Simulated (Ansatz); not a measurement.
Input:

WC:
```
CELL_PARAMETERS angstrom
      2.92192     0.00000     0.00000
     -1.46096     2.53046     0.00000
      0.00000     0.00000     2.84692
ATOMIC_POSITIONS crystal
  W  0.00000 0.00000 0.00000
  C  0.66667 0.33333 0.50000
```

This is the PBE-relaxed structure.

All from plane-wave PAW PBE (Ansatz code), unless another level is named. Give the electronic character.

metallic (no gap).

Next, the density of states at the Fermi level?

0.14 states/eV per atom (mean over ±0.08 eV).

Predict the formation energy from the elements (no fitted shifts).

-14 kJ/mol of atoms.

Next, the gap with spin–orbit coupling?

none (metallic).

Space group P-6m2. The cell was relaxed with PBE under the symmetry of its start. No spin polarisation was allowed. The references are the lowest solids computed at this level, not always the standard phases. Spin–orbit coupling is left out wherever it is not named.

Potentials: the earlier of the program's two PAW sets.
